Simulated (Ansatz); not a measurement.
An Ansatz (an electronic-structure program) run. Input:

Ansatz 0.2 input:
```yaml
crystal:
  lattice:
    - [0.0, 2.1165719407, 2.1165719407]
    - [2.1165719407, 0.0, 2.1165719407]
    - [2.1165719407, 2.1165719407, 0.0]
  atoms:
    - { symbol: Ti, position: [0.0, 0.0, 0.0] }
    - { symbol: N, position: [0.5, 0.5, 0.5] }
kpoints:
  mp_grid: { grid: [17, 17, 17] }
hamiltonian:
  xc: r2scan
  pseudopotentials: { azcp: { folder: ./paw }, kind: paw }
scf:
  occupations: { method: gaussian, width: 0.05 }
checkpoint: { read: metal.run }
output: { bader: true, populations: true }
```

Output (shortened):

```
Pseudopotential: Ti, paw, valence charge 12
Pseudopotential: N, paw, valence charge 5
Functional definition: r2SCAN
Crystal: 2 atoms, lattice volume = 18.964 Å³
Basis set: ecut = 500 eV, 531 PW (Γ), exchange–correlation on 96×96×96 points (64 copies of the dense FFT grid, shifted against one another)
Bands: 17, of which v1, the nominal top of the filled ones, is band 9 counted from 1 (8 counted from 0)
Symmetry: 48 space group operations
Space group: Fm-3m (ITA 225), of the structure as read, at distance tolerance 2.7e-5 Å
k-points: 165 of 4913
Stability of the state it starts from, as read at its close in the unpolarized treatment …
iter 1 solved again at ethr=8.14e-9 eV; its pass at ethr=3.10e-3 eV (dr2=1.38e-6 eV) is discarded
SCF iter   1: F=—  HF=-2893.083426 eV  |F-HF|=—  |Δ(HF+E_count)|=         —  Δρ=4.77e-7  dr2=1.40e-11  dr2_τ=7.22e-12  ethr=8.14e-9  ⟨swp⟩=2.4  Hψ=19723  notcnv=0
preconditioner: auto → none
SCF iter   2: F=-2893.083426 eV  HF=-2893.083426 eV  |F-HF|=7.28e-12  |Δ(HF+E_count)|=  7.26e-10  Δρ=2.66e-7  dr2=3.49e-12  dr2_τ=1.36e-12  ethr=1.00e-12  ⟨swp⟩=3.4  Hψ=6756  notcnv=0
SCF 1 converged in 2 iterations: F = -2893.083426 eV  dr2 = 3.49e-12
SCF converged after 2 iterations
Free energy (F): -2893.083426 eV
Harris-Foulkes:  -2893.083426 eV  (|F-HF|=7.28e-12)
Internal energy: -2893.082434 eV  (E = F + TS)
E sigma→0 (E₀):  -2893.082930 eV
Entropy (-TS):   -0.000992 eV (-0.496 meV/atom)
Fermi energy:    17.329459 eV
--- Per-component energies (eV) ---
  E_band       = -107.179225
  E_kinetic    = 412.215961
  E_local      = -828.718404  (includes V_loc(G=0)·N_el)
  E_nonlocal   = 93.468125
  E_hartree    = 323.211263
  E_xc         = -173.128653
  E_vxc        = -246.718377  (∫ρ·V_xc dr)
  E_paw        = -1179.567182  (= ΣΔE_a)
  E_vpaw       = -198.867941  (= ΣTr[D̂ρ^β])
  E_aug_tail   = -0.000050  (compensation charges beyond the density's cutoff)
  E_vtau       = 15.018949  (kinetic-family band-sum trace: ∫τ·v_τ [+ j·A + Jᵃ·Aᵃ] dr)
  E_ewald      = -1540.280472
  E_core_change = -0.283021  (= ΣΔE_core)
  E_smearing   = -0.000992  (= −TS)
  E_closure    = 0.000000  (closes the sum)
  Σ components = -2893.083426   (vs F -2893.083426, Δ=0.00e0)
  [band-id]    e_kinetic+e_local+e_nonlocal+2·e_hartree+e_vxc+e_vpaw+e_augmentation_tail+e_vtau = -107.179213   (vs E_band -107.179225, Δ=1.23e-5)
--- Band table (eV; the first three rows and the last of 165) ---
  k-point 0: bands = ["-43.0262", "-17.9481", "-17.9481", "-17.9481", "-0.9797", "14.9778", "14.9778", "14.9778", "16.7098", "16.7098", "16.7098", "17.9604", "17.9604", "23.2681", "31.2750", "37.6590", "37.6590"]
  k-point 1: bands = ["-43.0229", "-17.9721", "-17.9500", "-17.9500", "-0.9102", "14.5829", "14.6828", "14.6828", "16.8142", "16.8142", "16.9109", "18.2692", "18.2692", "23.4631", "31.3142", "37.5763", "37.5763"]
  k-point 2: bands = ["-43.0133", "-18.0401", "-17.9553", "-17.9553", "-0.7082", "13.7202", "14.0643", "14.0643", "17.0416", "17.0416", "17.2615", "19.0051", "19.0051", "23.9770", "31.3425", "37.2859", "37.2859"]
  k-point 164: bands = ["-42.8950", "-18.3502", "-18.3101", "-18.1745", "0.8940", "11.2421", "11.5513", "11.6765", "18.0701", "18.4936", "19.7838", "20.6054", "21.4345", "29.8870", "30.1595", "31.3934", "34.9448"]
--- Löwdin populations: 2 sites ---
  site symbol       q [e]
     0     Ti     11.0645
     1      N      5.8710
  spilling = 0.003793 (of n_electrons = 17.000000)
--- Bader charges: 2 sites ---
  site symbol  charge [e]  shift [e]
     0     Ti      1.8316     0.0002
     1      N     -1.8316     0.0002
  shift: an alarm, by how much a part of what the PAW files miss would move the charge. Where it is large, compare
  with a run on PAW files of another source; a small one proves nothing
  estimated error of the sums over rays = 3.6e-4 e
```

Cost: around 23 core-seconds (rough) on shared cores.

Symmetry was held in the r²SCAN relaxation; of distortions, only those at the zone centre were tested. No spin polarisation was allowed. With an odd number of electrons in the cell and no spin polarisation, the count alone makes it a metal.

Potentials: the earlier of the program's two PAW sets.

Ansatz is a plane-wave DFT program.
